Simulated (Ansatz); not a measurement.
MnF₂:
```yaml
crystal:
  lattice:
    - [3.44160, -3.44160, 0.00000]
    - [3.44160, 3.44160, 0.00000]
    - [0.00000, 0.00000, 3.29393]
  atoms:
    - { symbol: Mn, position: [0.00000, 0.00000, 0.00000], spin: 4.7 }
    - { symbol: Mn, position: [0.50000, 0.50000, 0.50000], spin: -4.7 }
    - { symbol: F, position: [0.69614, 0.69614, 0.00000], spin: 0.0 }
    - { symbol: F, position: [0.80386, 0.19614, 0.50000], spin: 0.0 }
    - { symbol: F, position: [0.30386, 0.30386, 0.00000], spin: 0.0 }
    - { symbol: F, position: [0.19614, 0.80386, 0.50000], spin: 0.0 }
```

Relaxed with r²SCAN. Special points in fractions of this cell's reciprocal vectors: Γ (0.000, 0.000, 0.000); Y (-0.500, 0.500, 0.000); C0 (-0.500, 0.500, 0.000); Σ0 (0.500, 0.500, 0.000); Z (0.000, 0.000, 0.500); A0 (0.500, 0.500, 0.500); E0 (-0.500, 0.500, 0.500); T (-0.500, 0.500, 0.500); S (0.000, 0.500, 0.000); R (0.000, 0.500, 0.500).

Problem. List the band energies nearest the valence-band maximum at these points for the program Ansatz at the r²SCAN level (PAW).

Solution. In eV from the valence-band maximum; about four levels below and three above (degenerate sets whole), none deeper than 8.9 eV; points with the same levels are listed once.

```csv
k,below,above
Γ ↑,-1.44 -1.27 -0.33 -0.05,3.00 3.93 4.50
Y ↑,-1.43 -1.20 -0.50 -0.04,3.99 4.49 4.51
Z ↑,-1.43 -1.16 -0.53 -0.24,4.24 4.27 4.39
A0 ↑,-1.47 -1.27 -0.55 -0.07,4.23 4.26 4.50
S ↑,-1.40 -1.25 -0.07 0.00,3.93 4.47 4.47
R ↑,-1.47 -1.27 -0.62 -0.02,4.22 4.26 4.49
```

Space group P4_2/mnm (rutile). The r²SCAN relaxation kept the symmetry of its start, as lowered by the spin order. Magnetic state: antiferromagnetic, chosen from 5 collinear starts compared on coarse meshes (ties went to the first, and starts can fall back to one state), not a proven ground state. Other orbital occupations within this spin state were not tried. No Hubbard U is applied. Point labels and valley counts follow the cell and symmetry of the run, lower than the named group.

Potentials: the later of the program's two PAW sets.
